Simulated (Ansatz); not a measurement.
VN (rock salt, Fm-3m) under volume change, LDA in the plane-wave PAW code Ansatz, scaled uniformly.

| V (Å³/atom) | E − E(relaxed) (meV/atom) | P (GPa) |
|---|---|---|
| 7.512 | 90.1 | 42.24 |
| 7.760 | 37.8 | 25.86 |
| 8.008 | 8.9 | 11.89 |
| 8.255 | 0.0 | -0.03 |
| 8.503 | 8.1 | -10.19 |
| 8.751 | 30.7 | -18.86 |
| 8.998 | 65.7 | -26.24 |

What does a third-order Birch–Murnaghan fit give for V₀, B₀ and B′?

V₀ = 8.26 Å³/atom, B₀ = 366 GPa, B′ = 4.3.

The LDA relaxation kept the symmetry of its start; of distortions, only those at the zone centre were tested. No spin polarisation was allowed.

Potentials: the later of the program's two PAW sets.
